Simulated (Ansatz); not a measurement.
Mo₃W under compression: one row to predict

The cell was found from a structure generator's guess, not taken from experiment.

All numbers below come from DFT PBE, scalar-relativistic, plane waves, PAW in Ansatz. Settings of the last relaxation (4-atom cell): 420 eV, 12×12×12 k points, Gaussian smearing of 0.10 eV, no spin polarisation.

```
CELL_PARAMETERS angstrom
0.00000 3.16598 3.16598
3.16598 0.00000 3.16598
3.16598 3.16598 0.00000
ATOMIC_POSITIONS crystal
Mo 0.25000 0.25000 0.25000
Mo 0.75000 0.75000 0.75000
Mo 0.50000 0.50000 0.50000
W 0.00000 0.00000 0.00000
```

The cell was set to several volumes, with shape and atoms relaxed at each where symmetry leaves them free. Pressure is positive in compression, and energies count from the lowest row. No row has a gap on its mesh.

```
row  V (Å³/atom)  P (GPa)  ΔE (meV/atom)
  1       13.963    45.59          242.7
  2       14.439        ?              ?
  3       14.915    19.24           53.9
  4       15.391     8.85           12.7
  5       15.867     0.02            0.0
  6       16.343    -7.50           11.6
  7       16.819   -13.90           43.7
  8       17.454   -20.99          113.4
```

Question: Find B = −V·ΔP/ΔV from rows 4 and 6 and from rows 1 and 3, and from the two its slope B′ and its value B0 at zero pressure.

Answer: Rows 4 and 6 give −(15.391 + 16.343)/2 × (-7.50 − (8.85))/(16.343 − 15.391) = 272.5 GPa at a mean pressure of 0.67 GPa. Rows 1 and 3 give −(13.963 + 14.915)/2 × (19.24 − (45.59))/(14.915 − 13.963) = 399.7 GPa at a mean pressure of 32.41 GPa. So B′ = (399.7 − 272.5)/(32.41 − (0.67)) = 4.01 and B0 = 272.5 − 4.01 × (0.67) = 269.8 GPa. A third-order Birch–Murnaghan fit to all the energies gives B0 = 271.2 GPa and B′ = 4.4.

Question: Estimate the pressure and energy of row 2.

Answer: From row 5, V0 = 15.867 × (1 + (0.02)/269.8) = 15.868 Å³/atom. Murnaghan's form P = (B0/B′)·[(V0/V)^B′ − 1] gives (269.8/4.01) × [(15.868/14.439)^4.01 − 1] = 30.95 GPa; the computed pressure is 31.41 GPa, so the estimate is off by -0.46 GPa. The work of compression from row 3, with the mean of the two pressures, gives ΔE = 53.9 + (30.95 + 19.24)/2 × (14.915 − 14.439)/160.2 × 1000 = 128.5 meV/atom (1 eV/Å³ = 160.2 GPa); the computed value is 128.7 meV/atom.

These runs have no spin–orbit coupling, which can matter for W. All volumes keep the k mesh of the relaxed cell. A structure relaxed within its symmetry needn't be a true minimum.
